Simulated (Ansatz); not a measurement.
## What DFT gives for ScB

```
Sc B
1.0
     4.81747    0.87425    0.08316
     0.66790    4.45822    0.05984
    -0.67125   -0.68822    4.90414
Sc B
4 4
Direct
  0.46323 0.64923 0.31842
  0.89039 0.19986 0.67621
  0.09370 0.23708 0.20938
  0.80821 0.79380 0.99358
  0.37808 0.10712 0.60070
  0.43380 0.24565 0.94773
  0.57054 0.12192 0.32882
  0.47033 0.58234 0.76205
```

The numbers come from plane-wave PAW DFT (Ansatz): m-r2SCAN, no spin polarisation, 500 eV, 4×4×4 Γ-centred k points, cold occupations (width 0.0496 eV). Nothing was relaxed.

Question: Is there a gap?

Answer: It is a metal, with about 4.7 states/eV a cell as the mean within 0.25 eV of the Fermi level, mostly Sc d (70 %) and B p (19 %).

Question: What does the stress say?

Answer: The pressure is 19.0 GPa (compression positive), so with the atoms held at these fractions the cell would first expand; the forces are large, so a full relaxation may end otherwise. The principal stresses 12.6, 14.3, 30.2 GPa differ, so its shape would change too.

Question: Which atom feels the largest force, and which way?

Answer: The largest is on B5 (and as large on other atoms): 3.27 eV/Å, components (1.95, 1.55, 2.11). It makes 38° with the line to a nearest neighbour, B6 at 1.77 Å, pointing towards it.

Origin: a disordered cell, so it need not be a known compound. Caveats: the k mesh is coarse if the cell is a metal; atoms or cell far from equilibrium; m-r2SCAN is r2SCAN with a changed spin dependence that lowers moments.
